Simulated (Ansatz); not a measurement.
**Compressing TiOs: a fit and a missing row**

TiOs, Pm-3m, a = 3.081 Å. The structure is a COD entry; whether it is the stable form wasn't checked. Ansatz: r2SCAN, PAW, 500 eV, Γ-centred 14×14×14 mesh on 2 atoms, Gaussian smearing 0.10 eV; no spin polarisation. Symmetry fixes shape and atoms, so the cell is only scaled; pressure is positive in compression.

| V (Å³/atom) | P (GPa) |
| --- | --- |
| 12.868 | ? |
| 13.306 | 30.23 |
| 13.745 | 18.56 |
| 14.184 | 8.55 |
| 14.622 | 0.00 |
| 15.061 | -7.29 |
| 15.500 | -13.52 |
| 16.084 | -20.43 |

Question: Take V0 = 14.622 Å³/atom, fit the third-order Birch–Murnaghan form to the other rows, and predict the missing pressure.

Answer: With the Eulerian strain f = ½[(V0/V)^(2/3) − 1] and y = P/[3f(1 + 2f)^(5/2)], the form is the line y = B0 + 1.5 B0 (B0′ − 4) f. Rows (f, y): 0.03245, 265.4; 0.02105, 265.1; 0.01024, 264.6; -0.00976, 261.6; -0.01906, 260.6; -0.03078, 259.3. Means f = 0.0006900, y = 262.77; Σ(Δf)² = 0.003004, ΣΔfΔy = 0.3127; the slope is their ratio. y = 262.7 + 104.1 f GPa, so B0 = 262.7 GPa and B0′ = 4 + 2 × (104.1)/(3 × 262.7) = 4.26. At V = 12.868, f = 0.04446, y = 267.33 and P = 44.12 GPa. The run gave 43.87 GPa, so the fit is 0.25 GPa too high, a small miss on the scale of the series.

Spin–orbit coupling is left out, which can shift energies with elements as heavy as these.